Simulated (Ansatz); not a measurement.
Values for one crystal, relaxed and computed with the program Ansatz at the r²SCAN level (PAW); other levels are named.

| Quantity | Value |
|---|---|
| Volume per atom | 12.58 Å³ |
| Electronic character | metallic (no gap) |
| Formation energy from the elements (no fitted shifts) | -1.53 eV/atom |
| Density of states at the Fermi level | 0.25 states/eV per atom (mean over ±0.08 eV) |

**Question.** Which of these materials gives this?
A. Zr2CN, R-3m (Zr on 6c, C on 3a, N on 3b)
B. ZrGeS, P4/nmm (Zr on 2c, Ge on 2a, S on 2c)
C. YCo2Ge2, I4/mmm (Y on 2a, Co on 4d, Ge on 4e)
D. CuS, Cmcm (Cu on 8f, Cu on 4c, S on 8f, S on 4c)

**Answer.** A, Zr2CN, R-3m (Zr on 6c, C on 3a, N on 3b)

The first step of the workflow began from a Materials Project structure, measured or hypothetical; the Crystallography Open Database copy checked does not list it. Its standing as an ambient phase is unchecked. The r²SCAN relaxation kept the symmetry of its start; its stability against distortions is not shown here. No spin polarisation was allowed. With an odd number of electrons in the cell and no spin polarisation, the count alone makes it a metal. The references are the lowest solids computed at this level, not always the standard phases (solids in place of the gases). Spin–orbit coupling is left out wherever it is not named.

Potentials: the earlier of the program's two PAW sets.
